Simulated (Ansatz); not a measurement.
**What DFT gives for Sc**

```
CELL_PARAMETERS angstrom
0.00000 2.28232 2.28232
2.28232 0.00000 2.28232
2.28232 2.28232 0.00000
ATOMIC_POSITIONS crystal
Sc 0.00000 0.00000 0.00000
```

Method: r2SCAN, no spin polarisation; PAW, plane waves to 500 eV, 10×10×10 Γ-centred mesh, tetrahedron occupations (Ansatz 0.2.0), atoms fixed.

(1) Is there a gap?

(2) Is the cell too large or too small?

(3) Describe some of the short contacts.

Origin: a database entry at a rescaled volume. Caveats: empty levels are not fully converged; many states at the Fermi level without spin polarisation, so a magnetic state may lie lower; forces and stress under tetrahedra may miss the slope of the energy.

## Answers

(1) It is a metal, with about 2.1 states/eV a cell as the mean within 0.25 eV of the Fermi level, mostly Sc d (84 %).

(2) The pressure is 3.0 GPa (compression positive), so with the atoms held at these fractions the cell would first expand.

(3) Sc–Sc at 3.23 Å: least valence density 0.12 e/Å³ and ELF 0.26 there. Both are smooth PAW fields, read partly inside the augmentation spheres.
